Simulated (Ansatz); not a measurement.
SiBi2O5:
```
SiBi2O5
1.0
    7.58539    -2.74035     0.00000
    7.58539     2.74035     0.00000
    0.00000     0.00000     5.32729
Si Bi O
2 4 10
Cartesian
  7.58539  -0.98018   4.26432
  7.58539   0.98018   1.60067
  5.07665  -1.52942   1.30403
 10.09412   1.52942   3.96767
 10.09412  -1.52942   1.30403
  5.07665   1.52942   3.96767
  3.79997  -0.05000   0.08051
 11.37081   0.05000   2.74416
 11.37081  -0.05000   0.08051
  3.79997   0.05000   2.74416
  6.19116  -1.78741   4.39264
  8.97961   1.78741   1.72899
  8.97961  -1.78741   4.39264
  6.19116   1.78741   1.72899
  7.58539   0.16685   0.15242
  7.58539  -0.16685   2.81607
```

Relaxed with PBEsol. Special points in fractions of this cell's reciprocal vectors: Γ (0.000, 0.000, 0.000); Y (0.500, 0.500, 0.000); F0 (0.283, 0.717, 0.000); Δ0 (-0.283, 0.283, 0.000); Z (0.000, 0.000, 0.500); B0 (-0.283, 0.283, 0.500); G0 (0.283, 0.717, 0.500); T (0.500, 0.500, 0.500); S (0.000, 0.500, 0.000); R (0.000, 0.500, 0.500).

Problem. List the band energies nearest the valence-band maximum at these points for plane-wave PAW PBEsol with spin–orbit coupling (Ansatz code).

Solution. In eV from the valence-band maximum; about four levels below and three above (degenerate sets whole), none deeper than 8.9 eV; points with the same levels are listed once.

```tsv
k	below	above
Γ	-0.56 -0.56 0.00 0.00	2.49 2.49 3.01 3.01
Y	-0.58 -0.58 -0.53 -0.53	2.37 2.37 3.35 3.35
F0	-0.40 -0.38 -0.28 -0.27	3.20 3.29 3.32
Z	-0.32 -0.32 -0.32 -0.32	3.24 3.24 3.24 3.24
B0	-0.27 -0.27 -0.25 -0.25	3.71 3.71 3.91 3.91
T	-0.52 -0.52 -0.52 -0.52	3.43 3.43 3.43 3.43
S	-0.40 -0.40 -0.28 -0.28	3.18 3.18 3.48 3.48
R	-0.26 -0.26 -0.25 -0.25	3.73 3.73 3.79 3.79
```

Space group Cmc2_1. The workflow started from a Materials Project entry (that database holds measured and hypothetical structures alike); the Crystallography Open Database copy checked does not list it. Its standing as an ambient phase is unchecked. Symmetry was held in the PBEsol relaxation; of distortions, only those at the zone centre were tested.

Potentials: the later of the program's two PAW sets.
